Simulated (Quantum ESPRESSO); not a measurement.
WIr2AlZn3Pt, one run as intended and one with a planted mistake

A calculation, not a measurement. The program is pw.x of Quantum ESPRESSO 7.5 (plane-wave density functional theory). The cell is made up: eight metal atoms on a hexagonal close-packed lattice, with elements, volume, strain and displacements drawn at random and not relaxed, so it may be unstable or far from any real phase. PseudoDojo standard norm-conserving files set the functional (PBE unless stated); there is no spin polarisation or spin-orbit coupling, the Fermi-Dirac width of 0.25 eV means electrons at about 2900 K, and the masses in the input are unused placeholders. Heavy elements are run without spin-orbit coupling, which real alloys of them have. A spin test at this wide smearing found no moment, but such smearing suppresses magnetism that the real alloy may have.

Intended input:

```
&control calculation='scf', pseudo_dir='./dojo.nc.sr.pbe.v0_5.standard.upf', outdir='./o', disk_io='medium', tprnfor=.true., tstress=.true. /
&system ibrav=0, nat=8, ntyp=5, nbnd=79, ecutwfc=84.00895049, nosym=.true., tot_charge=0,
 occupations='smearing', smearing='fd', degauss=0.0183746611
/
&electrons conv_thr=1.470e-08, electron_maxstep=70, mixing_beta=0.5 /
ATOMIC_SPECIES
Al 1.0 Al.upf
Ir 1.0 Ir.upf
Pt 1.0 Pt.upf
W 1.0 W.upf
Zn 1.0 Zn.upf
CELL_PARAMETERS angstrom
0.0155 0.0563 -4.4607
-0.0408 4.8427 -0.0599
5.555 -0.0471 -0.019
ATOMIC_POSITIONS angstrom
W -0.0036 0.1196 0.07
Ir 2.8321 -0.008 -0.0051
Al 1.436 2.4518 -0.0513
Zn 4.1056 2.3426 -0.0506
Zn 0.0416 1.5913 -2.3561
Ir 2.817 1.6408 -2.2794
Pt 1.3633 4.0562 -2.3048
Zn 4.1529 4.0851 -2.3556
K_POINTS automatic
5 5 4 1 1 1
```

The log is shortened where brackets say so; the opening notice, blank lines, dates and the lines on written files are dropped, and the path of the files is cut. It prints rydbergs, bohrs and kilobars, and counts compression as positive stress. Its total energy is the free energy E - TS of the whole cell.

Log of the intended run:

```
     Program PWSCF v.7.5
     Parallel version (MPI & OpenMP), running on       1 processor cores
     Number of MPI processes:                 1
     Threads/MPI process:                     1
     [start-up lines left out]
     bravais-lattice index     =            0
     lattice parameter (alat)  =       8.4302  a.u.
     unit-cell volume          =     809.5934 (a.u.)^3
     number of atoms/cell      =            8
     number of atomic types    =            5
     number of electrons       =       129.00
     number of Kohn-Sham states=           79
     kinetic-energy cutoff     =      84.0090  Ry
     charge density cutoff     =     336.0358  Ry
     scf convergence threshold =      1.5E-08
     mixing beta               =       0.5000
     number of iterations used =            8  plain     mixing
     Exchange-correlation= PBE
                           (   1   4   3   4   0   0   0)
     [axes and pseudopotential details left out]
   Cartesian axes
     site n.     atom                  positions (alat units)
         1        W      tau(   1) = (  -0.0008070   0.0268096   0.0156913  )
         2        Ir     tau(   2) = (   0.6348460  -0.0017933  -0.0011432  )
         3        Al     tau(   3) = (   0.3218950   0.5495976  -0.0114995  )
         4        Zn     tau(   4) = (   0.9203148   0.5251192  -0.0113425  )
         5        Zn     tau(   5) = (   0.0093251   0.3567072  -0.5281454  )
         6        Ir     tau(   6) = (   0.6314611   0.3678031  -0.5109523  )
         7        Pt     tau(   7) = (   0.3055985   0.9092413  -0.5166459  )
         8        Zn     tau(   8) = (   0.9309176   0.9157195  -0.5280333  )
     number of k points=    50  Fermi-Dirac smearing, width (Ry)=  0.0184
                       cart. coord. in units 2pi/alat
        k(    1) = (   0.1008254   0.0917508  -0.0985002), wk =   0.0400000
        k(    2) = (   0.3016111   0.0934514  -0.0977811), wk =   0.0400000
     [further k points left out]
     Dense  grid:    84231 G-vectors     FFT dimensions: (  50,  54,  64)
     Estimated max dynamical RAM per process >     171.79 MB
     Initial potential from superposition of free atoms
     starting charge     128.9962, renormalised to     129.0000
     Starting wfcs are   74 randomized atomic wfcs +    5 random wfcs
     total cpu time spent up to now is       38.1 secs
     per-process dynamical memory:    93.5 Mb
     Self-consistent Calculation
     iteration #  1     ecut=    84.01 Ry     beta= 0.50
     Davidson diagonalization with overlap
     ethr =  1.00E-02,  avg # of iterations =  3.0
     total cpu time spent up to now is      158.5 secs
     total energy              =   -2131.60083359 Ry
     estimated scf accuracy    <       1.58433666 Ry
     iteration #  2     ecut=    84.01 Ry     beta= 0.50
     Davidson diagonalization with overlap
     ethr =  1.23E-03,  avg # of iterations =  2.5
     total cpu time spent up to now is      273.1 secs
     total energy              =   -2131.29237605 Ry
     estimated scf accuracy    <      10.76101681 Ry
     [iterations 3 to 11 left out]
     iteration # 12     ecut=    84.01 Ry     beta= 0.50
     Davidson diagonalization with overlap
     ethr =  1.97E-09,  avg # of iterations =  1.9
     total cpu time spent up to now is     1077.2 secs
     total energy              =   -2132.46478293 Ry
     estimated scf accuracy    <       0.00000013 Ry
     iteration # 13     ecut=    84.01 Ry     beta= 0.50
     Davidson diagonalization with overlap
     ethr =  1.04E-10,  avg # of iterations =  3.5
     total cpu time spent up to now is     1163.9 secs
     End of self-consistent calculation
     [lines on levels left out]
!    total energy              =   -2132.46478295 Ry
     estimated scf accuracy    <          4.7E-09 Ry
     smearing contrib. (-TS)   =      -0.08608111 Ry
     internal energy E=F+TS    =   -2132.37870184 Ry
     The total energy is F=E-TS. E is the sum of the following terms:
     one-electron contribution =   -1097.89430964 Ry
     hartree contribution      =     611.16053054 Ry
     xc contribution           =    -305.11936699 Ry
     ewald contribution        =   -1340.52555575 Ry
     convergence has been achieved in  13 iterations
     Forces acting on atoms (cartesian axes, Ry/au):
     atom    1 type  4   force =     0.01293275   -0.05884523   -0.07101384
     atom    2 type  2   force =     0.02987241   -0.01808011   -0.01467205
     atom    3 type  1   force =     0.00817785    0.00147759   -0.00760468
     atom    4 type  5   force =     0.00680822    0.02361074   -0.00812580
     atom    5 type  5   force =     0.00037034    0.04148148    0.05433185
     atom    6 type  2   force =     0.00337464    0.02906845    0.01232347
     atom    7 type  3   force =    -0.04181676   -0.00298947    0.01120399
     atom    8 type  5   force =    -0.01971947   -0.01572345    0.02355705
     Total force =     0.140212     Total SCF correction =     0.000329
     Computing stress (Cartesian axis) and pressure
          total   stress  (Ry/bohr**3)                   (kbar)     P=      -15.05
  -0.00042429   0.00021377   0.00002689          -62.41       31.45        3.96
   0.00021377  -0.00000734   0.00014691           31.45       -1.08       21.61
   0.00002689   0.00014691   0.00012474            3.96       21.61       18.35
     init_run     :     35.92s CPU     37.82s WALL (       1 calls)
     electrons    :   1082.35s CPU   1125.80s WALL (       1 calls)
     forces       :     16.95s CPU     17.21s WALL (       1 calls)
     stress       :     61.84s CPU     63.61s WALL (       1 calls)
     [timing details left out]
     PWSCF        :  19m57.63s CPU  20m45.63s WALL
     JOB DONE.
```

A second run has one planted mistake: one atom is of a wrong element. The input lines that differ:

```
- &system ibrav=0, nat=8, ntyp=5, nbnd=79, ecutwfc=84.00895049, nosym=.true., tot_charge=0,
+ &system ibrav=0, nat=8, ntyp=6, nbnd=77, ecutwfc=84.00895049, nosym=.true., tot_charge=0,
+ Ru 1.0 Ru.upf
- Zn 4.1056 2.3426 -0.0506
+ Ru 4.1056 2.3426 -0.0506
```

Its log:

```
     Program PWSCF v.7.5
     Parallel version (MPI & OpenMP), running on       1 processor cores
     Number of MPI processes:                 1
     Threads/MPI process:                     1
     [start-up lines left out]
     bravais-lattice index     =            0
     lattice parameter (alat)  =       8.4302  a.u.
     unit-cell volume          =     809.5934 (a.u.)^3
     number of atoms/cell      =            8
     number of atomic types    =            6
     number of electrons       =       125.00
     number of Kohn-Sham states=           77
     kinetic-energy cutoff     =      84.0090  Ry
     charge density cutoff     =     336.0358  Ry
     scf convergence threshold =      1.5E-08
     mixing beta               =       0.5000
     number of iterations used =            8  plain     mixing
     Exchange-correlation= PBE
                           (   1   4   3   4   0   0   0)
     [axes and pseudopotential details left out]
   Cartesian axes
     site n.     atom                  positions (alat units)
         1        W      tau(   1) = (  -0.0008070   0.0268096   0.0156913  )
         2        Ir     tau(   2) = (   0.6348460  -0.0017933  -0.0011432  )
         3        Al     tau(   3) = (   0.3218950   0.5495976  -0.0114995  )
         4        Ru     tau(   4) = (   0.9203148   0.5251192  -0.0113425  )
         5        Zn     tau(   5) = (   0.0093251   0.3567072  -0.5281454  )
         6        Ir     tau(   6) = (   0.6314611   0.3678031  -0.5109523  )
         7        Pt     tau(   7) = (   0.3055985   0.9092413  -0.5166459  )
         8        Zn     tau(   8) = (   0.9309176   0.9157195  -0.5280333  )
     number of k points=    50  Fermi-Dirac smearing, width (Ry)=  0.0184
                       cart. coord. in units 2pi/alat
        k(    1) = (   0.1008254   0.0917508  -0.0985002), wk =   0.0400000
        k(    2) = (   0.3016111   0.0934514  -0.0977811), wk =   0.0400000
     [further k points left out]
     Dense  grid:    84231 G-vectors     FFT dimensions: (  50,  54,  64)
     Estimated max dynamical RAM per process >     176.22 MB
     Initial potential from superposition of free atoms
     starting charge     124.9955, renormalised to     125.0000
     Starting wfcs are   74 randomized atomic wfcs +    3 random wfcs
     total cpu time spent up to now is       29.2 secs
     per-process dynamical memory:    95.2 Mb
     Self-consistent Calculation
     iteration #  1     ecut=    84.01 Ry     beta= 0.50
     Davidson diagonalization with overlap
     ethr =  1.00E-02,  avg # of iterations =  3.0
     total cpu time spent up to now is      114.6 secs
     total energy              =   -1915.56162618 Ry
     estimated scf accuracy    <       1.83041428 Ry
     iteration #  2     ecut=    84.01 Ry     beta= 0.50
     Davidson diagonalization with overlap
     ethr =  1.46E-03,  avg # of iterations =  2.2
     total cpu time spent up to now is      202.6 secs
     total energy              =   -1915.18467078 Ry
     estimated scf accuracy    <      13.78862620 Ry
     [iterations 3 to 13 left out]
     iteration # 14     ecut=    84.01 Ry     beta= 0.50
     Davidson diagonalization with overlap
     ethr =  3.45E-11,  avg # of iterations =  2.0
     total cpu time spent up to now is     1172.9 secs
     total energy              =   -1916.55248356 Ry
     estimated scf accuracy    <       0.00000004 Ry
     iteration # 15     ecut=    84.01 Ry     beta= 0.50
     Davidson diagonalization with overlap
     ethr =  3.23E-11,  avg # of iterations =  1.0
     total cpu time spent up to now is     1250.4 secs
     End of self-consistent calculation
     [lines on levels left out]
!    total energy              =   -1916.55248357 Ry
     estimated scf accuracy    <          2.7E-09 Ry
     smearing contrib. (-TS)   =      -0.10318842 Ry
     internal energy E=F+TS    =   -1916.44929515 Ry
     The total energy is F=E-TS. E is the sum of the following terms:
     one-electron contribution =    -860.41640540 Ry
     hartree contribution      =     496.04557169 Ry
     xc contribution           =    -294.26608049 Ry
     ewald contribution        =   -1257.81238095 Ry
     convergence has been achieved in  15 iterations
     Forces acting on atoms (cartesian axes, Ry/au):
     atom    1 type  5   force =    -0.00378320   -0.06741647   -0.07660691
     atom    2 type  2   force =    -0.00792626   -0.00076655   -0.01410500
     atom    3 type  1   force =     0.00608739    0.01033115   -0.00735283
     atom    4 type  4   force =     0.06074026    0.02325637   -0.00819358
     atom    5 type  6   force =    -0.00448074    0.04553958    0.05867454
     atom    6 type  2   force =     0.00095852    0.00921823    0.00984805
     atom    7 type  3   force =    -0.03543557    0.00716965    0.01244426
     atom    8 type  6   force =    -0.01616041   -0.02733196    0.02529147
     Total force =     0.154967     Total SCF correction =     0.000227
     Computing stress (Cartesian axis) and pressure
          total   stress  (Ry/bohr**3)                   (kbar)     P=      -25.06
  -0.00054520   0.00024792   0.00003544          -80.20       36.47        5.21
   0.00024792  -0.00008616   0.00016335           36.47      -12.67       24.03
   0.00003544   0.00016335   0.00012023            5.21       24.03       17.69
     init_run     :     27.43s CPU     28.83s WALL (       1 calls)
     electrons    :   1179.03s CPU   1221.27s WALL (       1 calls)
     forces       :     16.38s CPU     16.58s WALL (       1 calls)
     stress       :     59.89s CPU     61.74s WALL (       1 calls)
     [timing details left out]
     PWSCF        :  21m23.53s CPU  22m 9.84s WALL
     JOB DONE.
```

|  | intended run | run with the mistake |
| --- | --- | --- |
| free energy (eV) | -29013.661 | -26076.025 |
| entropy term -TS, part of it (eV) | -1.171 | -1.404 |
| pressure (GPa) | -1.50 | -2.51 |
| size of the largest force component (eV/Å) | 1.826 | 1.970 |
| largest change of a force component (eV/Å) |  | 1.387 |
| iterations | 13 | 15 |

For scale, a rerun of the intended cell at a higher cutoff and on a denser mesh moved values by no more than 0.007 eV in energy, 0.03 GPa in stress and 0.016 eV/Å in force, and a second program with other atomic files agreed on that cell to 2 % rms in force and 0.5 GPa in pressure. Files of another functional or element have another zero of energy, so the energy change says nothing on stability. The number of bands, nbnd, was set by rule from the electron count, so it follows the mistake.